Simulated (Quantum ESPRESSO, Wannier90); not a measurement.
**Wannierisation of CdSe (wurtzite)**

```xyz
4
Lattice="4.3461 0.0000 0.0000 -2.1730 3.7638 0.0000 0.0000 0.0000 7.0898" Properties=species:S:1:pos:R:3 pbc="T T T"
Cd    -2.1730     1.2546     3.5446
Cd     2.1730    -1.2546    -0.0004
Se    -2.1730     1.2546    -0.8798
Se     2.1730    -1.2546     2.6651
```

Structure: Materials Project mp-1070, symmetrised, not relaxed again. COD (Crystallography Open Database) has an entry of this formula and space group (matched by these alone). Method: LDA plane waves in Quantum ESPRESSO 7.5 (PseudoDojo norm-conserving files, 82 Ry, no spin polarisation, no spin-orbit coupling), Bloch states on a 6×6×4 mesh through Γ, Wannier90 4.0.1. Density: 12×12×6 mesh, Gaussian smearing 0.01 Ry. Spin-orbit coupling, left out, would split the p-like bands by a few tenths of an eV.

A tight-binding model is made by disentanglement and projection with no localisation steps (num_iter = 0), so the 16 orbitals stay atom-like: hydrogen-like Cd: s;p; Se: s;p, axes along x, y, z; frozen window up to 1.82 eV relative to the valence-band maximum. It follows pw.x to 2.0 meV rms for states up to 1.3 eV relative to the valence-band maximum. Matrix elements depend on this choice of orbitals and windows. Bands 21–30 (Cd 4d 96 %) lie between the kept ones and are excluded.

What are the on-site energies relative to the valence-band maximum, and how fast do the hoppings decay?


```
atom  orbitals  energy (eV)
----  --------  -----------
Cd1          s         0.47
Cd1         pz         5.59
Cd1      px py         5.61
Cd2          s         0.47
Cd2         pz         5.59
Cd2      px py         5.61
Se3          s       -11.03
Se3   pz px py         0.35
Se4          s       -11.03
Se4   pz px py         0.35
```

```csv
distance of the centres (Å),largest modulus (eV)
2–3,2.5
4–5,0.41
5–6,0.063
6–7,0.084
7–8,0.12
8–9,0.013
9–10,0.0087
10–11,0.0059
```
